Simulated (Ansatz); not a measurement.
SrHfN2 in space group R-3m (No. 166; Sr on 3a, Hf on 3b, N on 6c), the program Ansatz at the LDA level (PAW), all energies at zero smearing, with the estimated change up to a 700 eV cutoff added, with one set of potentials and settings (totals compare only within such a set). Cell of 4 atoms (1 Sr, 1 Hf, 2 N): -19675.187 eV.

| element | reference phase | E (eV/atom) |
|---|---|---|
| Sr | Fm-3m, 1 atoms in the cell | -3444.3169 |
| Hf | P6_3/mmc, 2 atoms in the cell | -15476.8591 |
| N | P4_2/mnm, 4 atoms in the cell | -373.6497 |

Formation energy per atom, worked out: (-19675.187 − 1×(-3444.3169) − 1×(-15476.8591) − 2×(-373.6497))/4 = -1.678 eV/atom (-162 kJ per mol of atoms), at 0 K, without zero-point energy or fitted corrections.

The workflow started from a Materials Project entry (that database holds measured and hypothetical structures alike); the Crystallography Open Database copy checked does not list it. Its standing as an ambient phase is unchecked. The LDA relaxation kept the symmetry of its start; of distortions, only those at the zone centre were tested. No spin polarisation was allowed. The references are the lowest solids computed at this level, not always the standard phases (solids in place of the gases). Scalar-relativistic: spin–orbit coupling is off unless named, which matters more the heavier the elements.

Potentials: the later of the program's two PAW sets.
